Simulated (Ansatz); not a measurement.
# Kick test of a cell of Cd3SeS2

The cell was found from a structure generator's guess, not taken from experiment.

These are results of DFT PBE, scalar-relativistic, plane waves, PAW in Ansatz 0.2.0, not measurements. Plane waves to 420 eV, a k mesh through Γ of 6×6×2 on the computed 12-atom cell and Gaussian smearing (0.02 eV); no spin polarisation.

The cell below (12 atoms, space group P3m1 (No. 156)) is relaxed within its symmetry.

```
CELL_PARAMETERS angstrom
4.25752 0.00000 0.00000
-2.12876 3.68712 0.00000
0.00000 0.00000 20.81883
ATOMIC_POSITIONS crystal
Cd 0.33333 0.66667 0.00167
Cd 0.33333 0.66667 0.33942
Cd 0.33333 0.66667 0.66344
Cd 0.66667 0.33333 0.17762
Cd 0.66667 0.33333 0.50142
Cd 0.66667 0.33333 0.82547
Se 0.33333 0.66667 0.13034
Se 0.66667 0.33333 0.95451
S 0.33333 0.66667 0.46303
S 0.33333 0.66667 0.78708
S 0.66667 0.33333 0.30095
S 0.66667 0.33333 0.62504
```

For the test it was strained at random (σ = 1.5 % a component), the atoms were moved at random (σ = 0.15 Å), and all was relaxed again on a coarse 6×6×1 mesh (in the run’s order of axes) with 0.10 eV smearing, with no symmetry imposed.

Q: Is the structure stable against such a distortion?

A: It returns, within 1 meV/atom of the unmoved cell on that mesh and with the same symmetry when read at 0.1 Å (P1 at 0.01 Å, so small strains and shifts remain). No instability shows in this cell; modes of other wave vectors, which need another repeat, aren't tested.
